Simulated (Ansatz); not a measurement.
## Computed properties of PbF2

```
CELL_PARAMETERS angstrom
0.00000 3.00000 3.00000
3.00000 0.00000 3.00000
3.00000 3.00000 0.00000
ATOMIC_POSITIONS crystal
Pb 0.00000 0.00000 0.00000
F 0.25000 0.25000 0.25000
F 0.75000 0.75000 0.75000
```

Atoms are numbered in the order listed.

The cell was built from the fluorite type and relaxed in the same program, and has space group Fm-3m; it needn't be a known or the stable phase.

No spin–orbit coupling, which matters for the heavy atoms here.

Methods: DFT, PBE, all-electron LAPW, scalar-relativistic (Ansatz 0.2.0); DFT, PBE, PAW with Ansatz's default frozen-core files, scalar-relativistic (Ansatz 0.2.0).

For LAPW: a Γ-centred 11×11×11 k mesh, Fermi–Dirac smearing of 0.05 eV, basis error target 0.5 meV/atom, no spin polarisation. PAW takes a cutoff of 420 eV at this cell. The Ansatz runs share mesh, smearing and spin set-up. Values come from LAPW unless marked.

```json
{"Volume per atom": "18.00 Å³", "Pressure at this cell": "0.03 GPa"}
```

Question: Give the computed value. Löwdin charges (with 0.07 e of the cell spilling out of the atomic basis, so their sizes and signs hang on that basis).

Answer: Pb1 1.13, F2 -0.53 e.

Question: Predict this quantity. Band gap.

Answer: 4.42 eV, indirect from W (0.5, 0.25, 0.75) to X (0.5, 0, 0.5).

Question: Give the computed value. Bader charges (from the PAW run).

Answer: Pb1 +1.58, F2 -0.79 e.

Question: Give the computed value. Smallest direct gap on the path.

Answer: 4.56 eV.
